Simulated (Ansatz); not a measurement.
**Y$_{6}$FeBi$_{2}$, a known structure type with other elements, at an estimated volume**

```
CELL_PARAMETERS angstrom
8.25942 0.00000 0.00000
-4.12971 7.15287 0.00000
0.00000 0.00000 4.18351
ATOMIC_POSITIONS crystal
Fe 0.00000 0.00000 0.50000
Y 0.23500 0.00000 0.00000
Y 0.76500 0.76500 0.00000
Y 0.00000 0.23500 0.00000
Y 0.60100 0.00000 0.50000
Y 0.39900 0.39900 0.50000
Y 0.00000 0.60100 0.50000
Bi 0.33330 0.66670 0.00000
Bi 0.66670 0.33330 0.00000
```

Level: r2SCAN, no spin polarisation; 500 eV; 5×5×8 Γ-centred mesh; fermi-dirac occupations (width 0.1 eV); Ansatz 0.2.0, fixed geometry.

**At the Fermi level.** It is a metal, with about 8.7 states/eV a cell as the mean within 0.25 eV of the Fermi level, mostly Y d (71 %) and Fe d (16 %).
**Forces.** The largest is on Y2 (and as large on other atoms): 0.41 eV/Å, components (-0.41, 0.00, 0.00). It makes 47° with the line to a nearest neighbour, Fe1 at 2.85 Å.
**Charges.** Bader charges in e: Y +1.14 to +1.32, Fe -3.25, Bi -2.08. In the mean Y gives up most and Fe takes most.
**Stress.** The pressure is 0.8 GPa (compression positive), so with the atoms held at these fractions the cell would first expand.

Origin: a known structure type with other elements, at an estimated volume, so it need not be a known compound. Caveats: no spin polarisation, so a magnetic state may lie lower.
